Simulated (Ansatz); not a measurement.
Structures of WS2: which is lowest?

Plane-wave DFT in Ansatz with scalar-relativistic PAW potentials, cutoff 420 eV, Γ-centred meshes chosen by cell and gap, Gaussian smearing with energies taken to zero width. Every cell was relaxed (cell and atoms) in a run of its own, within the symmetry of its start. Functional: PBEsol+D3(BJ).

Relaxed structures (starts from databases or built by putting these elements on another compound's sites):
A. P-6m2, 3 atoms in the computed cell, a = 3.124 Å, c = 16.936 Å; sites (symmetry × multiplicity) W -6m2 × 1, S 3m. × 2; start: database
B. P6_3/mmc, 6 atoms in the computed cell, a = 3.115 Å, c = 11.777 Å; sites (symmetry × multiplicity) W -6m2 × 2, S 3m. × 4; start: database

Question: Rank them by energy. Could pressure change the order?

Answer:
| structure | group | E − E(lowest) (meV/atom) | V (Å³/atom) | gap on mesh (eV) |
| --- | --- | --- | --- | --- |
| B | P6_3/mmc | 0.0 | 16.49 | 0.66 |
| A | P-6m2 | 156 | 47.71 | 1.99 |

B is lowest, 156 meV/atom under A. The lowest is also the densest of these, so pressure wouldn't bring one of the others in at first order. Other structures may lie lower than all of these, and vibrations aren't counted.

Spin-orbit coupling is left out, which matters for the bands of heavy elements.